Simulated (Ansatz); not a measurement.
Ir (bcc (W type), Im-3m) under volume change, PBEsol (plane waves, PAW; program Ansatz), scaled uniformly.

| V (Å³/atom) | E − E(relaxed) (meV/atom) | P (GPa) |
|---|---|---|
| 13.240 | 152.5 | 40.96 |
| 13.677 | (withheld) | (withheld) |
| 14.113 | 14.9 | 11.30 |
| 14.550 | 0.0 | 0.00 |
| 14.986 | (withheld) | (withheld) |
| 15.423 | 50.0 | -17.31 |
| 15.859 | 106.3 | -23.84 |

Task: Some entries are withheld; supply them.

Result: 
- 14.986, E − E(relaxed) (meV/atom): 13.2
- 14.986, P (GPa): -9.44
- 13.677, E − E(relaxed) (meV/atom): 63.6
- 13.677, P (GPa): 24.81

Task: What does a third-order Birch–Murnaghan fit give for V₀, B₀ and B′?

Result: V₀ = 14.55 Å³/atom, B₀ = 343 GPa, B′ = 5.0.

The start of the workflow was typed in or built on a structure type; neither database checked (COD, Materials Project) lists it. It is not the phase usual at ambient conditions (space group No. 225). The cell was relaxed with PBEsol under the symmetry of its start. At this level the phase is mechanically unstable. No spin polarisation was allowed. Spin–orbit coupling is left out wherever it is not named.

Potentials: the later of the program's two PAW sets.
